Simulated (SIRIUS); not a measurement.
Worked example: self-consistent single point of Zn2SeS (P-4m2, 4 atoms in the cell; from Materials Project mp-1215430, changed as shown) in SIRIUS.

Computed with LDA (PW92), PseudoDojo 0.4 standard norm-conserving LDA (tails mended) pseudopotentials (plane waves; SIRIUS 7.12.0).

The change in words: lattice scaled by 0.98. Reference geometry (P-4m2):
```yaml
crystal:
  lattice:
    - [3.90929, 0.00000, 0.00000]
    - [0.00000, 3.90929, 0.00000]
    - [0.00000, 0.00000, 5.52212]
  atoms:
    - { symbol: Zn, position: [0.50000, 0.00000, 0.76306] }
    - { symbol: Zn, position: [0.00000, 0.50000, 0.23694] }
    - { symbol: Se, position: [0.00000, 0.00000, 0.50000] }
    - { symbol: S, position: [0.50000, 0.50000, 0.00000] }
```

Reference input (self-consistent single point, DFT, LDA (PW92), plane waves, PseudoDojo 0.4 standard norm-conserving LDA (tails mended) pseudopotentials): parameters.ngridk = 6 6 4; parameters.xc_functionals = [XC_LDA_X, XC_LDA_C_PW]; parameters.gk_cutoff = 9.274 1/bohr; parameters.pw_cutoff = 18.548 1/bohr; parameters.smearing = gaussian; parameters.smearing_width = 0.0001 Ha; potentials = PseudoDojo 0.4 standard norm-conserving LDA (tails mended) pseudopotentials; parameters.electronic_structure_method = pseudopotential; parameters.num_bands = 37; parameters.num_mag_dims = 0; parameters.num_dft_iter = 100; parameters.energy_tol = 1e-07 Ha. This run's input differs from it in these lines:

```diff
@@ -32,7 +32,7 @@
     "lattice_vectors": [
-      [1.0000000598, 0.0, 0.0],
-      [0.0, 1.0000000598, 0.0],
-      [0.0, 0.0, 1.4125634911]
+      [1.0000000435, 0.0, 0.0],
+      [0.0, 1.0000000435, 0.0],
+      [0.0, 0.0, 1.4125636463]
     ],
-    "lattice_vectors_scale": 7.387487,
+    "lattice_vectors_scale": 7.239737,
     "atom_coordinate_units": "au",
@@ -46,10 +46,10 @@
       "Zn": [
-        [3.6937437209, 0.0, 7.9627557657],
-        [0.0, 3.6937437209, 2.4725386616]
+        [3.6198686575, 0.0, 7.8035012272],
+        [0.0, 3.6198686575, 2.4230880675]
       ],
       "Se": [
-        [0.0, 0.0, 5.2176472137]
+        [0.0, 0.0, 5.1132946473]
       ],
       "S": [
-        [3.6937437209, 3.6937437209, 0.0]
+        [3.6198686575, 3.6198686575, 0.0]
       ]
```

Log, with long lists cut:

```
[find] density tolerance         : 1e-06
[find] total energy tolerance    : 1e-07
[find] iter_solver_tol (initial) : 0.01
[find] iter_solver_tol (target)  : 1e-13
[find] num_dft_iter              : 100
Charges and magnetic moments
--------------------------------------------------------------------------------
total charge          : 62.000000
[find] | SCF iteration   0 out of 100|
[diagonalize] iterative solver tolerance (occupied, empty): 0.01 0.01
[diagonalize] average number of iterations: 4.83333
[find] Charges and magnetic moments
[find] total charge          : 62.000000
[find] Energy
   [... lines left out ...]

[find] Charges and magnetic moments
[find] total charge          : 62.000000
[find] Energy
[find] smearing (-TS)                 :      -0.00000000
[find] Total energy                   :    -550.19167179 (Ha),   -1100.38334358 (Ry)
[find] Free energy (E-TS)             :    -550.19167179 (Ha),   -1100.38334358 (Ry)
[find] band gap (eV)                  :       1.61526308
[find] Efermi                         :       0.32073602
[find] iteration : 16, RMS (target) : 6.1290e-07 (1.0000e-06) , energy difference (target) : -8.5947e-11 (1.0000e-07)
[find] bands are converged : true
[find] iterative solver converged : false
[find] converged after 17 SCF iterations!
[find] Charges and magnetic moments
[find] total charge          : 62.000000
[find] Energy
[find] smearing (-TS)                 :      -0.00000000
[find] Total energy                   :    -550.19167179 (Ha),   -1100.38334358 (Ry)
[find] Free energy (E-TS)             :    -550.19167179 (Ha),   -1100.38334358 (Ry)
[find] band gap (eV)                  :       1.61526308
[find] Efermi                         :       0.32073602
[ground_state] === stress tensor components [kbar] ===
[ground_state] === stress_total ===
[ground_state]    -6.423168    0.000000    0.000000
[ground_state]     0.000000   -6.423168    0.000000
[ground_state]     0.000000    0.000000   -6.483411
[ground_state] ==== total Forces in Ha/bohr =====
[ground_state] atom:    0, force:       0.0000000      0.0000000      0.0004881
[ground_state] atom:    1, force:       0.0000000      0.0000000     -0.0004881
[ground_state] atom:    2, force:       0.0000000      0.0000000      0.0000000
[ground_state] atom:    3, force:      -0.0000000     -0.0000000      0.0000000
```

The run converged in 17 iterations. SIRIUS prints the stress tensor with tension positive. Against the reference run the free energy goes down by 12.7 meV/atom, the pressure goes from -3.68 to 0.64 GPa, the largest force goes from 0.008 to 0.025 eV/Å and the gap on the mesh goes from 1.368 to 1.615 eV.

The structure comes from a collection of computed structures, made at another level of theory; the collection holds predicted forms beside known ones.

Cost on one core: around 80 core-seconds (rough).

The gap that the log prints is read on the run's mesh, which can miss the band edges or a crossing.

“Tails mended”: in these copies of the files the far tail of each local potential was reset to the Coulomb form.
